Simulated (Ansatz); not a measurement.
Relaxed AlNi (CsCl type):

```
CELL_PARAMETERS angstrom
      2.89304     0.00000     0.00000
      0.00000     2.89304     0.00000
      0.00000     0.00000     2.89304
ATOMIC_POSITIONS crystal
  Al 0.00000 0.00000 0.00000
  Ni 0.50000 0.50000 0.50000
```

Scan: atom 2 (Ni, nearest neighbour Al at 2.505 Å; its periodic images, 2.9 Å or more away, move with it) is displaced along Cartesian x, direction (1.000, 0.000, 0.000) in Cartesian axes, by s. The other atoms stay.

Method: PBE (plane waves to 420 eV, PAW, scalar-relativistic; Ansatz, an electronic-structure program). k mesh 13×13×13 (Γ-centred), Fermi-Dirac smearing 0.05 eV. With partly filled bands, energies and forces of such displacements shift with the k mesh and the smearing. F∥ is the force on the atom along that direction. AlNi is run without spin polarisation. AlNi was relaxed with its symmetry unable to fall. 

```json
[
 {"s (Å)": "-0.500", "F∥ (eV/Å)": "2.781"},
 {"s (Å)": "-0.400", "F∥ (eV/Å)": "2.257"},
 {"s (Å)": "-0.300", "F∥ (eV/Å)": "1.701"},
 {"s (Å)": "-0.200", "F∥ (eV/Å)": "1.134"},
 {"s (Å)": "-0.100", "F∥ (eV/Å)": "0.566"},
 {"s (Å)": "0.000", "F∥ (eV/Å)": "0.000"},
 {"s (Å)": "0.100", "F∥ (eV/Å)": "-0.566"},
 {"s (Å)": "0.200", "F∥ (eV/Å)": "-1.134"},
 {"s (Å)": "0.300", "F∥ (eV/Å)": "-1.701"},
 {"s (Å)": "0.400", "F∥ (eV/Å)": "-2.257"},
 {"s (Å)": "0.500", "F∥ (eV/Å)": "-2.781"}
]
```

Q: What is the force constant k = d²E/ds² of this move at s = 0?

A: 5.66 eV/Å². The forces along the line at the two nearest points give (0.566 − (-0.566)) / (2·0.100) = 5.66 eV/Å²; the next pair corrects for the finite step.

Q: With two atoms in the cell this is the zone-centre optical mode. What wavenumber follows?

A: 289 cm⁻¹. Reduced mass μ = 18.48 u; ν̃ = 521.5·√(k/μ) with k = 5.66 eV/Å².

(A displaced cell: forces are minus the slopes of the energy, force constants its curvatures, and phonons follow from these.)
